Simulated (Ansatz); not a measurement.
Zr (hcp, Mg type)

```
CELL_PARAMETERS angstrom
      3.24602     0.00000     0.00000
     -1.62301     2.81113     0.00000
      0.00000     0.00000     5.15071
ATOMIC_POSITIONS crystal
  Zr 0.33333 0.66667 0.75000
  Zr 0.66667 0.33333 0.25000
```

Equation-of-state scan: isotropic scaling of the cell above, V₀ being its volume. Symmetry pins the atoms to their sites.

All values below come from r2SCAN (plane waves to 500 eV, PAW, scalar-relativistic; Ansatz, a quantum-chemistry and plane-wave program). k mesh 16×16×9 (Γ-centred), Fermi-Dirac smearing 0.05 eV. The energy includes the smearing's −TS. Compression counts positive. With the shape held, the modulus is that of even scaling; a crystal free to change shape is softer. Zr is run without spin polarisation. Zr was relaxed with its symmetry unable to fall. ΔE is measured from the relaxed starting cell. The last digit holds for this mesh only.

```json
[
 {"V (Å³/atom)": "21.150", "ΔE (meV/atom)": "withheld"},
 {"V (Å³/atom)": "21.738", "ΔE (meV/atom)": "44.0"},
 {"V (Å³/atom)": "22.325", "ΔE (meV/atom)": "18.9"},
 {"V (Å³/atom)": "22.913", "ΔE (meV/atom)": "4.5"},
 {"V (Å³/atom)": "23.500", "ΔE (meV/atom)": "0.0"},
 {"V (Å³/atom)": "24.088", "ΔE (meV/atom)": "4.2"},
 {"V (Å³/atom)": "24.675", "ΔE (meV/atom)": "16.4"},
 {"V (Å³/atom)": "25.263", "ΔE (meV/atom)": "35.6"},
 {"V (Å³/atom)": "25.850", "ΔE (meV/atom)": "61.1"}
]
```

**Question.** Fit a third-order Birch-Murnaghan form (E₀, V₀, B₀, B₀′ free) to the given rows and predict ΔE at V = 21.150.

**Answer.** Least squares on the 8 given rows: ΔE = E₀ + (9V₀B₀/16)·y²·[2 + (B₀′ − 4)y], y = (V₀/V)^(2/3) − 1, with V₀ = 23.499 Å³/atom, B₀ = 95.63 GPa (160.2 GPa = 1 eV/Å³; the term in eV is multiplied by 1000), B₀′ = 3.31, E₀ = 0.00 meV/atom; root-mean-square residual 0.03 meV/atom. At 21.150 the fit gives 81.4 meV/atom; the calculation gives 81.2 meV/atom, so the extrapolation is off by 0.2 (+0.2 %). For the pressure the fit gives 12.0 GPa against the computed 11.9 GPa.

(Under strain, the slope of the energy per volume gives the stress and its curvature an elastic modulus.)
